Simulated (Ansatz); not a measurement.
Here is the system:

VSi:
```yaml
crystal:
  lattice:
    - [0.00000, 2.99774, 2.99774]
    - [2.99774, 0.00000, 2.99774]
    - [2.99774, 2.99774, 0.00000]
  atoms:
    - { symbol: V, position: [0.00000, 0.00000, 0.00000], spin: 1.8 }
    - { symbol: Si, position: [0.25000, 0.25000, 0.25000] }
    - { symbol: V, position: [0.50000, 0.50000, 0.50000], spin: -1.8 }
    - { symbol: Si, position: [0.75000, 0.75000, 0.75000] }
```

This is the PBE-relaxed structure.

### Question
All from the program Ansatz at the PBE level (PAW), unless another level is named. Estimate the electronic character.

### Answer
metallic (no gap).

### Question
Give the formation energy from the elements (no fitted shifts).

### Answer
-15 kJ/mol of atoms.

### Question
Give the density of states at the Fermi level.

### Answer
0.45 states/eV per atom (mean over ±0.08 eV).

Space group Pm-3m (CsCl type). A made-up cell: these elements were put on the sites of a structure type; neither database checked (COD, Materials Project) lists it. Its standing as an ambient phase is unchecked. The PBE relaxation kept the symmetry of its start, as lowered by the spin order; its stability against distortions is not shown here. Magnetic state: antiferromagnetic, chosen from 3 collinear starts compared on coarse meshes (ties went to the first, and starts can fall back to one state), not a proven ground state. The references are the lowest solids computed at this level, not always the standard phases.

Potentials: the later of the program's two PAW sets.
